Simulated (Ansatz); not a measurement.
Theory: DFT PBE, scalar-relativistic, plane waves, PAW (Ansatz). Settings: cutoff 420 eV, Γ-centred meshes spaced at most about 0.3 Å⁻¹, and about 0.25 Å⁻¹ or finer for metals (2π included), Gaussian smearing. No spin polarisation in the final relaxations.

Temperature and zero-point effects are left out.

Two forms of InGaPb3 were relaxed alike.

A.

```
CELL_PARAMETERS angstrom
5.58000 0.00000 0.00000
0.00000 5.58000 0.00000
0.00000 0.00000 5.58000
ATOMIC_POSITIONS crystal
In 0.00000 0.00000 0.00000
Ga 0.50000 0.50000 0.50000
Pb 0.00000 0.50000 0.50000
Pb 0.50000 0.00000 0.50000
Pb 0.50000 0.50000 0.00000
```

B.

```
CELL_PARAMETERS angstrom
4.81556 2.78026 2.10155
-4.81556 2.78026 2.10155
0.00000 -5.56053 2.10155
ATOMIC_POSITIONS crystal
In 0.63033 0.63033 0.63033
Ga 0.05998 0.05998 0.05998
Pb 0.43702 0.99768 0.43702
Pb 0.43702 0.43702 0.99768
Pb 0.99768 0.43702 0.43702
```

**Question.** Which is lower in energy, and by how much?

**Answer.** B is lower, by 106 meV/atom. A has the antiperovskite type, space group Pm-3m (No. 221), 34.7 Å³/atom and no gap on its mesh; B has space group R3m (No. 160), 33.8 Å³/atom and no gap. Counting all near atoms (those within 1.25 times the shortest distance at each site; a plus sign parts nearer from farther groups), A has In 12+8, Ga 6, Pb 2 and B has In 1+6, Ga 4, Pb 7. Even the lower one lies +0.23 eV/atom against the reference forms of the elements (uncorrected), so neither is stable at this level. In A, around In lie 12 Pb at 3.95 Å; Ga has 6 Pb at 2.79 Å; Pb has 2 Ga at 2.79 Å, 4 In at 3.95 Å and 8 Pb at 3.95 Å. In B, In has 1 Ga at 2.71 Å and 6 Pb at 3.12–3.25 Å; Ga has 1 In at 2.71 Å and 3 Pb at 2.84 Å; Pb is surrounded by 1 Ga at 2.84 Å, 2 In at 3.12–3.25 Å and 4 Pb at 3.53 Å. Both come from invented guesses.

These runs have no spin–orbit coupling, which can matter for Pb. Cells relaxed within their symmetry can be saddle points.
